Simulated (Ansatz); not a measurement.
MoTe2 (2H-MoS2 type, space group P6_3/mmc)

```
MoTe2
1.0
    3.54214     0.00000     0.00000
   -1.77107     3.06758     0.00000
    0.00000     0.00000    14.18192
Mo Te
2 4
Direct
  0.33333   0.66667   0.75000
  0.66667   0.33333   0.25000
  0.33333   0.66667   0.12347
  0.66667   0.33333   0.62347
  0.66667   0.33333   0.87653
  0.33333   0.66667   0.37653
```

Two-dimensional scan of atom 5 (Te, nearest neighbour Mo at 2.721 Å; its periodic images, 3.5 Å or more away, move with it): u runs along (1.000, 0.000, 0.000), v along (0.000, 1.000, 0.000) (Cartesian). Cell and other atoms are fixed.

Calculation: r2SCAN+rVV10 (plane waves to 500 eV, PAW, scalar-relativistic; Ansatz, a quantum-chemistry and plane-wave program). k mesh 9×9×2 (Γ-centred), Fermi-Dirac smearing 0.05 eV. Points where atoms come too close for the PAW data are left out (x in tables, blank in figures). As the smearing reaches across the gap at some points, energies and forces of such displacements shift with the k mesh and the smearing. Fu and Fv are the components of the force on the atom. MoTe2 is run without spin polarisation. MoTe2 was relaxed with its symmetry unable to fall. Spin-orbit coupling is left out, though Te is heavy. The last digit holds for this mesh only.

Changes of Fv (eV/Å) from the point u = 0.000 Å, v = 0.000 Å when one coordinate moves alone (two changes are said to add if the coupling is within 5 % of the smaller one, nearly so within 20 %):

```tsv
point	change
u = 0.000 Å, v = -0.680 Å	6.334
u = 0.000 Å, v = -0.453 Å	3.980
u = 0.000 Å, v = -0.227 Å	1.808
u = -0.680 Å, v = 0.000 Å	-2.077
u = -0.453 Å, v = 0.000 Å	-0.932
u = -0.227 Å, v = 0.000 Å	-0.235
u = 0.227 Å, v = 0.000 Å	-0.235
u = 0.453 Å, v = 0.000 Å	-0.932
u = 0.680 Å, v = 0.000 Å	-2.077
u = 0.000 Å, v = 0.227 Å	-1.340
u = 0.000 Å, v = 0.453 Å	-2.124
u = 0.000 Å, v = 0.680 Å	-2.218
```

Task: What is the change at u = 0.227 Å, v = 0.453 Å, where both move, and how far is it from the sum?

Result: The sum of the single changes is -0.235 + (-2.124) = -2.359; the calculation gives -2.290, so the coupling contributes 0.069 (over 20 % of the smaller single change, not additive).

Task: Do the two effects add at u = 0.227 Å, v = 0.227 Å? Give the computed change.

Result: The sum of the single changes is -0.235 + (-1.340) = -1.575; the calculation gives -1.556, so the coupling contributes 0.019 (under 20 % of the smaller single change, nearly additive).

Task: Do the two effects add at u = 0.227 Å, v = -0.680 Å? Give the computed change.

Result: The sum of the single changes is -0.235 + (6.334) = 6.099; the calculation gives 5.921, so the coupling contributes -0.178 (over 20 % of the smaller single change, not additive).

(A displaced cell: forces are minus the slopes of the energy, force constants its curvatures, and phonons follow from these.)
